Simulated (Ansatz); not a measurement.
## Calculated with Ansatz: Mg, vacancy hop by nudged elastic band

The input file (Ansatz 0.2.0, plane waves):

```yaml
crystal:
  lattice:
    - [6.47176794, 5.83e-06, 0.0]
    - [-3.23588901, 5.60471253, 0.0]
    - [0.0, 0.0, 10.50707566]
  atoms:
    - { symbol: Mg, position: [0.16855964, 0.33565674, 0.1220254] }
    - { symbol: Mg, position: [0.33226277, 0.16772424, 0.37600805] }
    - { symbol: Mg, position: [0.16932293, 0.33284646, 0.62843103] }
    - { symbol: Mg, position: [0.33034947, 0.16165982, 0.87147677] }
    - { symbol: Mg, position: [0.16951444, 0.83316272, 0.12386935] }
    - { symbol: Mg, position: [0.3326797, 0.66787912, 0.3802694] }
    - { symbol: Mg, position: [0.15749534, 0.82709289, 0.62299057] }
    - { symbol: Mg, position: [0.33383936, 0.66950776, 0.87551369] }
    - { symbol: Mg, position: [0.67333116, 0.33393542, 0.12635142] }
    - { symbol: Mg, position: [0.83728116, 0.17095481, 0.37735479] }
    - { symbol: Mg, position: [0.66564574, 0.34051021, 0.62746666] }
    - { symbol: Mg, position: [0.6717036, 0.83694374, 0.12201088] }
    - { symbol: Mg, position: [0.82827974, 0.66829531, 0.37385504] }
    - { symbol: Mg, position: [0.66827354, 0.82553036, 0.62235268] }
    - { symbol: Mg, position: [0.83506931, 0.67102294, 0.8769496] }
kpoints:
  mp_grid: { grid: [3, 3, 2] }
magnetization:
  spin_polarized: false
scf:
  occupations: { method: cold, width: 0.15 }
hamiltonian:
  pseudopotentials: { kind: paw }
  xc: lda
basis:
  ecutwfc: 420
neb:
  images: 5
  relax_end_points: true
  climbing: true
  f_tol: 0.05
  max_iterations: 40
  order_check: false
  final_atoms:
    - { symbol: Mg, position: [0.16855964, 0.33565674, 0.1220254] }
    - { symbol: Mg, position: [0.33226277, 0.16772424, 0.37600805] }
    - { symbol: Mg, position: [0.16932293, 0.33284646, 0.62843103] }
    - { symbol: Mg, position: [0.33034947, 0.16165982, 0.87147677] }
    - { symbol: Mg, position: [0.16951444, 0.83316272, 0.12386935] }
    - { symbol: Mg, position: [0.3326797, 0.66787912, 0.3802694] }
    - { symbol: Mg, position: [0.15749534, 0.82709289, 0.62299057] }
    - { symbol: Mg, position: [0.33383936, 0.66950776, 0.87551369] }
    - { symbol: Mg, position: [0.67333116, 0.33393542, 0.12635142] }
    - { symbol: Mg, position: [0.83728116, 0.17095481, 0.37735479] }
    - { symbol: Mg, position: [0.66564574, 0.34051021, 0.62746666] }
    - { symbol: Mg, position: [0.83432367, 1.16864444, -0.12444044] }
    - { symbol: Mg, position: [0.82827974, 0.66829531, 0.37385504] }
    - { symbol: Mg, position: [0.66827354, 0.82553036, 0.62235268] }
    - { symbol: Mg, position: [0.83506931, 0.67102294, 0.8769496] }
```

Run with:

```bash
ansatz run input.yaml --threads 4 --pin off --max-ram 8192MiB --backend cpu --events-out ev --progress --plain --runs-dir out
```

Origin of the cell: a database entry, scaled a little.

The cell is 2×2×2 cells of Mg with one Mg taken out; atom 12 (Mg) hops into the empty site, 3.19 Å away before the end points are relaxed. All atoms were shaken by about 0.02 Å first.

Output (shortened):

```
SCF iter   1: F=—  HF=-28522.232795 eV  Δρ=6.15e-3  dr2=2.47e-1
SCF iter   2: F=—  HF=-28522.173786 eV  S|Δr|=    0.00e0  Δρ=2.59e-3  dr2=1.08e-1
SCF iter   3: F=—  HF=-28522.161519 eV  S|Δr|=    0.00e0  Δρ=8.42e-4  dr2=2.28e-2
[… 2 lines left out …]
SCF iter   6: F=—  HF=-28522.158260 eV  S|Δr|=    0.00e0  Δρ=3.12e-5  dr2=1.08e-5
SCF iter   7: F=—  HF=-28522.158237 eV  S|Δr|=    0.00e0  Δρ=1.16e-5  dr2=6.51e-7
SCF iter   8: F=-28522.158237 eV  HF=-28522.158237 eV  S|Δr|=    0.00e0  Δρ=3.20e-6  dr2=5.84e-8
NEB iter   1: max|band force component| = 4.026e-1 eV/Å  barrier→ = 0.5790 eV  barrier← = 0.5790 eV  CI = image 3  Δτ_max = 0.1602 Å  (62 SCF iters)
NEB iter   2: max|band force component| = 1.108e-1 eV/Å  barrier→ = 0.3445 eV  barrier← = 0.3445 eV  CI = image 3  Δτ_max = 0.0628 Å  (35 SCF iters)
NEB iter   3: max|band force component| = 2.775e-2 eV/Å  barrier→ = 0.3210 eV  barrier← = 0.3210 eV  CI = image 3  Δτ_max = 0.0183 Å  (30 SCF iters)
NEB iter   4: max|band force component| = 3.329e-2 eV/Å  barrier→ = 0.3192 eV  barrier← = 0.3192 eV  CI = image 3  Δτ_max = 0.0000 Å  (5 SCF iters)
--- NEB band (7 images, 4 band iterations, 132 SCF iterations, 32 more in tests of the images' electronic states and relaxations of end points) ---
  forward barrier  = 0.319179 eV
  backward barrier = 0.319172 eV
  lagrangian_above_aufbau_ev (what the smearing adds, to first order; not taken off the barriers): saddle image -0.006664 eV, end points +0.011267 and +0.011141 eV
  climbing image's point = of an order that was not read
  energies are F+E_penalty+E_count in eV, relative to image 0
  image     s (Å)  Δ vs image 0  max|band force component| (eV/Å)
      0    0.0000      0.000000                                 —
      1    0.5513      0.083885                          1.419e-2
      2    1.1025      0.246412                          3.329e-2
  *   3    1.6596      0.319179                          4.257e-3
      4    2.2180      0.246060                          3.288e-2
      5    2.7703      0.083237                          1.391e-2
      6    3.3228      0.000007                                 —
```

The converged band:

```json
{"image": "0", "path over all atoms (Å)": "0.00", "ΔF (eV)": "0.000", "Mg x": "1.62", "y": "4.70", "z (Å)": "1.31"}
{"image": "1", "path over all atoms (Å)": "0.55", "ΔF (eV)": "0.084", "Mg x": "1.62", "y": "4.99", "z (Å)": "0.93"}
{"image": "2", "path over all atoms (Å)": "1.10", "ΔF (eV)": "0.246", "Mg x": "1.62", "y": "5.30", "z (Å)": "0.47"}
{"image": "3", "path over all atoms (Å)": "1.66", "ΔF (eV)": "0.319", "Mg x": "1.62", "y": "5.61", "z (Å)": "0.00"}
{"image": "4", "path over all atoms (Å)": "2.22", "ΔF (eV)": "0.246", "Mg x": "1.62", "y": "5.92", "z (Å)": "-0.47"}
{"image": "5", "path over all atoms (Å)": "2.77", "ΔF (eV)": "0.083", "Mg x": "1.62", "y": "6.22", "z (Å)": "-0.92"}
{"image": "6", "path over all atoms (Å)": "3.32", "ΔF (eV)": "0.000", "Mg x": "1.62", "y": "6.52", "z (Å)": "-1.31"}
```

Relaxed start, forces in eV/Å:

```xyz
15
Lattice="6.472 0.000 0.000 -3.236 5.605 0.000 0.000 0.000 10.507" Properties=species:S:1:pos:R:3:forces:R:3 pbc="T T T" image=0
Mg   -0.020    1.860    1.309   -0.002   -0.002    0.003
Mg    1.619    0.930    3.942   -0.001   -0.002   -0.001
Mg   -0.022    1.857    6.575   -0.001    0.000   -0.003
Mg    1.620    0.927    9.195    0.000    0.001    0.000
Mg   -1.616    4.675    1.277    0.000    0.001    0.006
Mg   -0.006    3.744    3.942   -0.002    0.001   -0.002
Mg   -1.618    4.672    6.605    0.000    0.002   -0.005
Mg   -0.008    3.746    9.194   -0.001    0.000    0.001
Mg    3.260    1.860    1.311    0.000   -0.001    0.001
Mg    4.855    0.938    3.943    0.000    0.000   -0.002
Mg    3.258    1.858    6.574    0.003   -0.002   -0.002
Mg    1.620    4.701    1.308   -0.001    0.001    0.004
Mg    3.243    3.744    3.941    0.003    0.001    0.000
Mg    1.619    4.698    6.571   -0.001    0.003    0.001
Mg    3.245    3.746    9.195    0.002   -0.001   -0.002
```

Highest image (3), forces in eV/Å:

```xyz
15
Lattice="6.472 0.000 0.000 -3.236 5.605 0.000 0.000 0.000 10.507" Properties=species:S:1:pos:R:3:forces:R:3 pbc="T T T" image=3
Mg    0.055    2.070    1.412   -0.001    0.002   -0.003
Mg    1.618    0.983    3.939    0.000    0.000   -0.002
Mg   -0.003    1.801    6.540   -0.001    0.001   -0.004
Mg    1.618    0.805    9.204    0.000   -0.003   -0.003
Mg   -1.618    4.806    1.308    0.000    0.003    0.003
Mg    0.003    3.810    3.972    0.001   -0.001    0.004
Mg   -1.618    4.628    6.573    0.000    0.000    0.002
Mg   -0.054    3.542    9.100    0.001   -0.002    0.003
Mg    3.182    2.069    1.412    0.001    0.002   -0.003
Mg    4.854    0.931    3.922    0.000   -0.002   -0.003
Mg    3.239    1.801    6.540    0.001    0.001   -0.004
Mg    1.618    5.608    0.003    0.000    0.000    0.000
Mg    3.233    3.810    3.972   -0.001   -0.001    0.004
Mg    1.618    4.680    6.590    0.000    0.002    0.003
Mg    3.290    3.542    9.100   -0.001   -0.002    0.003
```

Relaxed end, forces in eV/Å:

```xyz
15
Lattice="6.472 0.000 0.000 -3.236 5.605 0.000 0.000 0.000 10.507" Properties=species:S:1:pos:R:3:forces:R:3 pbc="T T T" image=6
Mg    0.014    1.867    1.317   -0.002    0.000    0.001
Mg    1.618    0.937    3.909    0.000    0.001    0.001
Mg    0.005    1.868    6.571    0.004   -0.002   -0.001
Mg    1.618    0.936    9.231    0.000    0.002    0.002
Mg   -1.616    4.683    1.317    0.000    0.002    0.000
Mg    0.019    3.753    3.942    0.003    0.001   -0.002
Mg   -1.620    4.680    6.571    0.001    0.005   -0.001
Mg    0.020    3.752    9.202    0.003    0.001   -0.001
Mg    3.230    1.864    1.317   -0.003   -0.001   -0.001
Mg    4.853    0.914    3.940    0.000   -0.004    0.000
Mg    3.228    1.868    6.571   -0.003   -0.003    0.000
Mg    1.618    6.517   -1.305   -0.001   -0.003   -0.001
Mg    3.211    3.753    3.936   -0.001    0.000    0.003
Mg    1.617    4.673    6.570    0.000    0.001    0.002
Mg    3.212    3.752    9.204   -0.002    0.001   -0.002
```

Barrier of this path: 0.32 eV forwards, 0.32 eV backwards, after 4 band iterations.

Caveats: the k mesh is coarse if the cell is a metal; a small cell with a neutral vacancy and no spin, whose shape can make like sites unlike; the cell is held at a rescaled volume, and strain moves barriers; the hop was drawn among near neighbours and need not be the easiest path; few images and a loose tolerance, and neither the top nor the ends were tested for their order.

Time: 3.8 min on 4 threads of Arm Neoverse V1 (shared host), peak memory 2 GiB, from the program's own first density.
